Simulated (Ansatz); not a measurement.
A trial cell of Be was relaxed with r2SCAN (plane waves to 500 eV, PAW, scalar-relativistic; Ansatz, a program for electronic structure).

Before: P2₁ (No. 4), mP4; a = 2.064 Å, b = 4.995 Å, c = 3.165 Å, α = 90.00°, β = 92.71°, γ = 90.00°.

After relaxation:

Simulated powder pattern, Cu Kα, λ = 1.54184 Å (kinematic, ideal powder, no thermal factors, no anomalous dispersion; the 24 strongest lines at most, above 1 %, up to 2θ = 90°):

| 2θ (°) | I/Imax (%) |
|---|---|
| 50.01 | 100 |
| 58.43 | 47 |
| 87.31 | 34 |

### Question
Identify the relaxed structure from its pattern: crystal system, space group and cell.

### Answer
Cubic, Fm-3m (No. 225), cF4, fcc (Cu type); a = 3.1588 Å, b = 3.1588 Å, c = 3.1588 Å, α = 90.00°, β = 90.00°, γ = 90.00°. Sites: Be 4b (0.500, 0.500, 0.500).

### Question
Index the strongest lines.

### Answer
50.01° (111), 58.43° (200), 87.31° (220).

No spin polarisation in the result.

The run could not lose the symmetry of its start; a randomly shaken copy of 2 atoms returns to this structure.

The relaxed structure here is a generated cell of Be: the first start was made by placing the elements on the sites of a structure type, and the end was not matched to a known phase here, so it may be hypothetical. Known forms of Be include space group No. 194.
